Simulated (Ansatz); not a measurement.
**Two states of VClO**

```
V Cl O
1.0
     3.79261    0.00000    0.00000
     0.00000    3.31100    0.00000
     0.00000    0.00000    7.93638
V Cl O
2 2 2
Direct
  0.00000 0.50000 0.11480
  0.50000 0.00000 0.88520
  0.00000 0.00000 0.32790
  0.50000 0.50000 0.67210
  0.00000 0.00000 0.95420
  0.50000 0.50000 0.04580
```

The numbers come from plane-wave PAW DFT (Ansatz): r2SCAN, 500 eV, 6×6×3 Γ-centred k points, tetrahedron occupations. Nothing was relaxed.

State A: V1 up, V2 down (collinear spin). State B: V1 up, V2 up (collinear spin).

Task: Which state is lower, and how do they differ?

Result: State B is lower by 5.3 meV an atom at zero smearing.

```tsv
state	free energy (meV/atom)	largest moment in a small sphere (μB)	net moment (μB/cell)	gap on mesh (eV)	pressure (GPa)	largest force (eV/Å)
A	5.3	1.50	0.00	0.30	-0.1	0.22
B	0.0	1.53	4.00	0.26	-0.2	0.14
```

Origin: a database entry at a rescaled volume. Caveats: empty levels are not fully converged; forces and stress under tetrahedra may miss the slope of the energy; an odd or shifted mesh can miss the band edges, so this level's true gap may be smaller.
